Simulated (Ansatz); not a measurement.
Ca (fcc (Cu type), Fm-3m) at seven volumes, plane-wave PAW PBEsol (Ansatz code), scaled uniformly. One row is withheld.

```
V (Å³/atom)  P (GPa)
-----------  -------
36.919          1.95
38.136          1.22
39.353          0.57
40.571          0.00
41.788         -0.51
43.005         -0.96
44.222             ?
```

Problem. Fit the shown pressures and predict the withheld one.

Solution. Third-order Birch–Murnaghan: P = (3/2)B₀(x^(7/2) − x^(5/2))[1 + (3/4)(B′ − 4)(x − 1)] with x = (V₀/V)^(2/3). Least squares on the six rows gives V₀ = 40.567 Å³/atom, B₀ = 17.98 GPa, B′ = 3.03. At V = 44.222, x = 0.9441 and P = -1.36 GPa. The run itself gave -1.35 GPa.

The PBEsol relaxation kept the symmetry of its start.

Potentials: the earlier of the program's two PAW sets. The files were generated under PBE; for other functionals the program regenerates the frozen cores, and for LDA and PBEsol the local potential too.
